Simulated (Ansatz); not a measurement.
Cells of TiSe2 relaxed with PBEsol (plane waves to 420 eV, PAW, scalar-relativistic; Ansatz, a quantum-chemistry and plane-wave program), each with a space-group label. One label is wrong.

**A**, labelled P6₃mc (No. 186)
```yaml
crystal:
  lattice:
    - [3.46689, 0.00000, 0.00000]
    - [-1.73345, 3.00241, 0.00000]
    - [0.00000, 0.00000, 12.36304]
  atoms:
    - { symbol: Se, position: [0.66667, 0.33333, 0.54120] }
    - { symbol: Se, position: [0.33333, 0.66667, 0.04120] }
    - { symbol: Se, position: [0.00000, 0.00000, 0.29244] }
    - { symbol: Se, position: [0.00000, 0.00000, 0.79244] }
    - { symbol: Ti, position: [0.66667, 0.33333, 0.16636] }
    - { symbol: Ti, position: [0.33333, 0.66667, 0.66636] }
```

**B**, labelled Pnma (No. 62)
```
CELL_PARAMETERS angstrom
      6.15320     0.00000     0.00000
      0.00000     6.15320     0.00000
      0.00000     0.00000     3.46300
ATOMIC_POSITIONS crystal
  Ti 0.50000 0.50000 0.50000
  Ti 0.00000 0.00000 0.00000
  Se 0.79777 0.79777 0.50000
  Se 0.29777 0.70223 0.00000
  Se 0.70223 0.29777 0.00000
  Se 0.20223 0.20223 0.50000
```

**C**, labelled Fm-3m (No. 225)
```xyz
3
Lattice="0.0000 3.1238 3.1238 3.1238 0.0000 3.1238 3.1238 3.1238 0.0000" Properties=species:S:1:pos:R:3 pbc="T T T"
Ti     0.0000     0.0000     0.0000
Se     1.5619     1.5619     1.5619
Se     4.6857     4.6857     4.6857
```

### Question
Which label is wrong, and what should it be (tolerance 0.01 Å)?

### Answer
B: its symmetry is P4₂/mnm (No. 136), tP6, rutile type; a = 6.153 Å, b = 6.153 Å, c = 3.463 Å, α = 90.00°, β = 90.00°, γ = 90.00°.

Each run could gain symmetry but not lose that of its start, so entries can be saddle points. Known forms of TiSe2 include space group No. 164. That form is not among the structures calculated here. All of these are generated cells (placed on structure types, drawn at random, substituted or restacked) that were not matched to a known phase here.

Spin states reached: non-magnetic, ferromagnetic; non-magnetic ones ran without spin or lost their moments; spin orders were not searched systematically.
